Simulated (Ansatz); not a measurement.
Input:

Y$_{5}$Ge$_{3}$:
```yaml
crystal:
  lattice:
    - [8.49671, 0.00000, 0.00000]
    - [-4.24835, 7.35837, 0.00000]
    - [0.00000, 0.00000, 6.44093]
  atoms:
    - { symbol: Y, position: [0.00000, 0.75709, 0.75000] }
    - { symbol: Y, position: [0.00000, 0.24291, 0.25000] }
    - { symbol: Y, position: [0.24291, 0.00000, 0.25000] }
    - { symbol: Y, position: [0.75709, 0.00000, 0.75000] }
    - { symbol: Y, position: [0.24291, 0.24291, 0.75000] }
    - { symbol: Y, position: [0.75709, 0.75709, 0.25000] }
    - { symbol: Y, position: [0.33333, 0.66667, 0.50000] }
    - { symbol: Y, position: [0.66667, 0.33333, 0.50000] }
    - { symbol: Y, position: [0.66667, 0.33333, 0.00000] }
    - { symbol: Y, position: [0.33333, 0.66667, 0.00000] }
    - { symbol: Ge, position: [0.39300, 0.00000, 0.75000] }
    - { symbol: Ge, position: [0.60700, 0.00000, 0.25000] }
    - { symbol: Ge, position: [0.39300, 0.39300, 0.25000] }
    - { symbol: Ge, position: [0.60700, 0.60700, 0.75000] }
    - { symbol: Ge, position: [0.00000, 0.39300, 0.75000] }
    - { symbol: Ge, position: [0.00000, 0.60700, 0.25000] }
```

This is the r²SCAN-relaxed structure.

Question: All from plane-wave PAW r²SCAN (Ansatz code), unless another level is named. Predict the electronic character.

Answer: metallic (no gap).

Question: Next, the formation energy from the elements (no fitted shifts)?

Answer: -0.95 eV/atom.

Question: What about the density of states at the Fermi level?

Answer: 0.50 states/eV per atom (mean over ±0.08 eV).

Space group P6_3/mcm. The workflow started from a Materials Project entry (that database holds measured and hypothetical structures alike); the Crystallography Open Database copy checked does not list it. Whether it is the stable phase at ambient conditions was not checked. The cell was relaxed with r²SCAN under the symmetry of its start; its stability against distortions is not shown here. The run is not spin-polarised. The references are the lowest solids computed at this level, not always the standard phases. Spin–orbit coupling is left out wherever it is not named.

Potentials: the earlier of the program's two PAW sets.
